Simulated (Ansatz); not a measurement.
Two inputs for InP with Zn replacing In

Cell: a supercell of InP (zinc blende type, F-43m) built from a structure deposited in the COD (the entry's cell lengths or inner coordinates differ somewhat from later room-temperature determinations), with all atoms left at the host's positions.

Space group F-43m (No. 216); a = 17.5830 Å.

| site | Wyckoff | site symmetry | x | y | z |
| --- | --- | --- | --- | --- | --- |
| Zn | 4a | -43m | 0.0000 | 0.0000 | 0.0000 |
| In2 | 48h | ..m | 0.1667 | 0.0000 | 0.1667 |
| In5 | 16e | .3m | 0.3333 | 0.8333 | 0.1667 |
| In9 | 16e | .3m | 0.6667 | 0.6667 | 0.3333 |
| In15 | 24f | 2.mm | 0.5000 | 0.6667 | 0.5000 |
| P28 | 16e | .3m | 0.0833 | 0.9167 | 0.0833 |
| P29 | 24g | 2.mm | 0.2500 | 0.9167 | 0.2500 |
| P33 | 48h | ..m | 0.5833 | 0.7500 | 0.4167 |
| P41 | 16e | .3m | 0.4167 | 0.5833 | 0.4167 |
| P54 | 4c | -43m | 0.7500 | 0.2500 | 0.7500 |

One atom of each set is listed; the run and its k-mesh use a cell of 54 atoms with edges of 12.43, 12.43, 12.43 Å.

Reference run. All values are calculated (Ansatz; DFT, PBE, plane waves and PAW, scalar-relativistic, collinear spin, 420 eV cutoff, Γ-centred 2×2×2 k-points, Fermi–Dirac smearing 0.01 eV), not measured. Start moments as typed (μB): 1 on each Zn, none on the rest.

(1) The input is changed as follows: `kpoints.mp_grid.grid`: [2, 2, 2] → [1, 1, 1]; `scf.max_iter`: not typed → 80. What happens to V_zz (10²¹ V/m²) and η?

Answers

(1) 

```
site  V_zz reference  η reference  V_zz changed  η changed
  Zn            0.00            –          0.00          –
 In2           -1.55         0.14         -1.94       0.10
 In5            0.14         0.00          0.18       0.00
 In9            0.21         0.00          0.17       0.00
In15           -0.16         0.70         -0.24       0.56
 P28           -1.88         0.00         -2.19       0.00
 P29           -0.26         0.34         -0.22       0.54
 P33            0.16         0.06          0.22       0.25
 P41           0.024         0.00        <0.005          –
```

The largest change of V_zz is on In2, from -1.55 to -1.94. Where |V_zz| stays above 0.1, η moves most on P29, from 0.34 to 0.54. Other sites without a gradient aren't listed. The absolute magnetisation of the cell goes from 0.0 to 1.0 μB. SCF iterations: 16 and 13. New warnings: stability check not made. The changed input holds the Γ point alone as its k-mesh, so its numbers aren't properties of the crystal.

On the reference run: The defect repeats with the cell of 54 atoms, so it feels its images: sites between two images don't show the values beside a lone defect, and zeros or small values of η there can come from the images' arrangement. The defect cell has no gap above 0.1 eV on its mesh, so the values can hang on the smearing and the k-mesh. Without spin–orbit coupling (the program notes it for In) the gradients can shift somewhat, as the gap is small. The start moments die out, and the run ends without spin. The neighbours have not yet relaxed around the defect (largest force 0.92 eV/Å), so a real crystal will differ.
